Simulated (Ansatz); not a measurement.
SnS:
```yaml
crystal:
  lattice:
    - [10.98687, 0.00000, 0.00000]
    - [0.00000, 3.95322, 0.00000]
    - [0.00000, 0.00000, 4.18703]
  atoms:
    - { symbol: Sn, position: [0.11795, 0.25000, 0.10976] }
    - { symbol: Sn, position: [0.38205, 0.75000, 0.60976] }
    - { symbol: Sn, position: [0.88205, 0.75000, 0.89024] }
    - { symbol: Sn, position: [0.61795, 0.25000, 0.39024] }
    - { symbol: S, position: [0.85389, 0.25000, 0.47370] }
    - { symbol: S, position: [0.64611, 0.75000, 0.97370] }
    - { symbol: S, position: [0.14611, 0.75000, 0.52630] }
    - { symbol: S, position: [0.35389, 0.25000, 0.02630] }
```

LDA (plane waves, PAW; program Ansatz) gives a gap of 0.51 eV without spin–orbit coupling, maximum on the Γ–Z line, 86 % of the way from Γ, minimum off the standard path, at k = (-0.026, 0.312, 0.000).

Question: What happens when spin–orbit coupling is switched on?

Answer: The gap falls by 0.03 eV, to 0.48 eV; maximum on the Γ–Z line, 86 % of the way from Γ, minimum on the Y–Γ line, 38 % of the way from Y.

Question: Give the electron effective mass with spin–orbit coupling.

Answer: 0.071, 0.16, 2.1 mₑ (principal values).

Question: Give the hole effective mass with spin–orbit coupling.

Answer: 0.13, 0.13, 1.7 mₑ (principal values).

Space group Pnma. Symmetry was held in the LDA relaxation. A crystal of weakly bound layers computed without a dispersion correction: the cell and the soft elastic constants depend strongly on that.

Potentials: the later of the program's two PAW sets.
